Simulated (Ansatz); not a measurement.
The relaxed structure here is a generated cell of ScAl3: the first start was made by placing the elements on the sites of a structure type, and the end was not matched to a known phase here, so it may be hypothetical.

Relaxation of a generated cell, ScAl3 built in the AFLOW prototype A3B_hP4_191_bc_a (as in Li3N); 4 atoms in the cell, which starts as P6/mmm (No. 191), hP4; a = b = 4.216 Å, c = 4.465 Å, α = β = 90.00°, γ = 120.00°. Method: r2SCAN (plane waves to 500 eV, PAW, scalar-relativistic; Ansatz, an electronic-structure program). Γ-centred k-mesh 9×9×7 on the run's cell (coarser than for final values), Fermi–Dirac smearing 0.05 eV. This is the first round of the run. 

The optimiser's lines from the output (shortened; P is positive under compression):

```
relax step   1: F+E_penalty+E_count = -3755.72406313 eV  Δ(F+E_penalty+E_count) = +0.000e0 eV  max|allowed force component| = 4.626e-17 eV/Å  Δτ_max = 0.0000 Å  P = +40.366 GPa  Ω = 68.718 Å³  (7 SCF iters, dr2 threshold 1.00e-7 eV, accepted)
relax step   2: F+E_penalty+E_count = -3757.61521342 eV  Δ(F+E_penalty+E_count) = -1.891e0 eV  max|allowed force component| = 2.776e-17 eV/Å  Δτ_max = 0.0000 Å  P = +23.087 GPa  Ω = 78.453 Å³  (7 SCF iters, dr2 threshold 4.00e-7 eV, accepted)
relax step   3: F+E_penalty+E_count = -3758.61897145 eV  Δ(F+E_penalty+E_count) = -1.004e0 eV  max|allowed force component| = 3.007e-17 eV/Å  Δτ_max = 0.0000 Å  P = +13.003 GPa  Ω = 87.363 Å³  (7 SCF iters, dr2 threshold 4.00e-7 eV, accepted)
relax step   4: F+E_penalty+E_count = -3759.16260440 eV  Δ(F+E_penalty+E_count) = -5.436e-1 eV  max|allowed force component| = 2.400e-17 eV/Å  Δτ_max = 0.0000 Å  P = +6.229 GPa  Ω = 96.247 Å³  (7 SCF iters, dr2 threshold 4.00e-7 eV, accepted)
relax step   5: F+E_penalty+E_count = -3759.38783098 eV  Δ(F+E_penalty+E_count) = -2.252e-1 eV  max|allowed force component| = 3.325e-17 eV/Å  Δτ_max = 0.0000 Å  P = +1.827 GPa  Ω = 104.722 Å³  (7 SCF iters, dr2 threshold 4.00e-7 eV, accepted)
relax step   6: F+E_penalty+E_count = -3759.42116033 eV  Δ(F+E_penalty+E_count) = -3.333e-2 eV  max|allowed force component| = 1.156e-17 eV/Å  Δτ_max = 0.0000 Å  P = +0.178 GPa  Ω = 109.458 Å³  (6 SCF iters, dr2 threshold 4.00e-7 eV, accepted)
relax step   7: F+E_penalty+E_count = -3759.42227023 eV  Δ(F+E_penalty+E_count) = -1.110e-3 eV  max|allowed force component| = 1.156e-17 eV/Å  Δτ_max = 0.0000 Å  P = -0.016 GPa  Ω = 109.746 Å³  (6 SCF iters, dr2 threshold 4.00e-7 eV, accepted)
relax step   8: F+E_penalty+E_count = -3759.42227706 eV  Δ(F+E_penalty+E_count) = -6.822e-6 eV  max|allowed force component| = 8.674e-18 eV/Å  Δτ_max = 0.0000 Å  P = -0.000 GPa  Ω = 109.709 Å³  (5 SCF iters, dr2 threshold 1.27e-9 eV, accepted)
relax step   9: F+E_penalty+E_count = -3759.44107823 eV  Δ(F+E_penalty+E_count) = -1.880e-2 eV  max|allowed force component| = 1.156e-17 eV/Å  Δτ_max = 0.0000 Å  P = +0.148 GPa  Ω = 109.709 Å³  stress off target by 2.50e-1 GPa  SCF on the basis re-selected at this cell (its energy is not comparable with the rows above)  (8 SCF iters)
relax step  10: F+E_penalty+E_count = -3759.44131507 eV  Δ(F+E_penalty+E_count) = -2.368e-4 eV  max|allowed force component| = 5.204e-18 eV/Å  Δτ_max = 0.0000 Å  P = +0.005 GPa  Ω = 110.168 Å³  (5 SCF iters, dr2 threshold 1.56e-7 eV, accepted)
relax step  11: F+E_penalty+E_count = -3759.44137173 eV  Δ(F+E_penalty+E_count) = -5.666e-5 eV  max|allowed force component| = 5.204e-18 eV/Å  Δτ_max = 0.0000 Å  P = +0.005 GPa  Ω = 110.168 Å³  stress off target by 1.28e-2 GPa  SCF on the basis re-selected at this cell (its energy is not comparable with the rows above)  (6 SCF iters)
```

From the first to the last row the energy changes by -0.93 eV/atom and the volume by +60.3 %. The last row is marked as not comparable with the walk above it, whose basis was carried along; it does compare with step 1, since both stand on a basis selected at the nominal cutoff for their own cell.

Later rounds, restarted from the end of this one on a renewed k-mesh, logged 8 more steps and released under 0.01 eV/atom more. The final structure after all rounds: P6/mmm (No. 191), hP4, AFLOW prototype A3B_hP4_191_bc_a (as in Li3N); a = 4.806 Å, b = 4.806 Å, c = 5.508 Å, α = 90.00°, β = 90.00°, γ = 120.00°. Between re-selections the logged energies stand on a plane-wave basis carried along with the cell. No spin polarisation in the result. A magnetic state may lie lower.

The run could not lose the symmetry of its start, so the end can be a saddle point.

All atoms sit on sites fixed by symmetry, so only the cell could relax.
